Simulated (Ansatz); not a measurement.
Problem. Name crystals whose computed values (LDA in the plane-wave PAW code Ansatz) fall in these windows: B₀ by P(V) fit (GPa) 230 to 300; Θ_D (K) 390 to 470.

Solution. 

| crystal | B₀ by P(V) fit (GPa) | Θ_D (K) |
|---|---|---|
| HfRh3, Cu3Au type | 264 | 421 |
| AlIr, CsCl type | 259 | 394 |
| TiOs, CsCl type | 280 | 441 |
| AlOs, CsCl type | 263 | 441 |
| ZrRh3, Cu3Au type | 254 | 459 |
Others may fit too.

Standing as an ambient phase not checked: HfRh3, Cu3Au type; AlIr, CsCl type; TiOs, CsCl type; AlOs, CsCl type; ZrRh3, Cu3Au type. Perhaps ordered models of mixed-site phases: AlIr, CsCl type; AlOs, CsCl type. All cells were relaxed under the symmetry of their starts (and spin orders); stability against distortions was not tested throughout. Rows with no word on spin ran without spin polarisation. Spin–orbit coupling is left out wherever it is not named.

Potentials: the later of the program's two PAW sets.
